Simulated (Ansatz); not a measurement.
YSi₂Ir₂:
```cif
data_Ir2Si2Y
_chemical_formula_sum 'Y1 Ir2 Si2'
_space_group_name_H-M_alt 'P 1'
_space_group_IT_number 1
_cell_length_a 5.73534
_cell_length_b 5.73534
_cell_length_c 5.73534
_cell_angle_alpha 138.502
_cell_angle_beta 138.502
_cell_angle_gamma 60.136
loop_
_space_group_symop_operation_xyz
  'x, y, z'
loop_
_atom_site_label
_atom_site_type_symbol
_atom_site_fract_x
_atom_site_fract_y
_atom_site_fract_z
_atom_site_occupancy
Y1 Y 0.00000 0.00000 0.00000 1
Ir1 Ir 0.75000 0.25000 0.50000 1
Ir2 Ir 0.25000 0.75000 0.50000 1
Si1 Si 0.37763 0.37763 0.00000 1
Si2 Si 0.62237 0.62237 0.00000 1
```

Relaxed with r²SCAN.

Question: Tabulate the valence density and the electron localisation function along the shortest Ir–Ir contact (2.87 Å), the program Ansatz at the r²SCAN level (PAW).

Answer: 

```csv
distance from Ir (Å),density (e/Å³),ELF
0.29,8.67,0.55
0.43,7.29,0.64
0.57,5.02,0.62
0.72,2.80,0.49
0.86,1.36,0.32
1.01,0.73,0.22
1.15,0.49,0.25
1.29,0.40,0.35
1.44,0.38,0.40
1.58,0.40,0.35
1.72,0.49,0.25
1.87,0.73,0.22
2.01,1.36,0.32
2.16,2.80,0.49
2.30,5.02,0.62
2.44,7.29,0.64
2.59,8.67,0.55
```

The density is the valence pseudo-density with augmentation charge, so density and ELF within about 1 Å of a nucleus are not all-electron values.

Space group I4/mmm. The workflow started from an entry of the Crystallography Open Database (COD), which files this formula under 2 space groups. Whether it is the stable phase at ambient conditions was not checked. Symmetry was held in the r²SCAN relaxation; its stability against distortions is not shown here. The run is not spin-polarised. Scalar-relativistic: spin–orbit coupling is off unless named, which matters more the heavier the elements.

Potentials: the later of the program's two PAW sets.
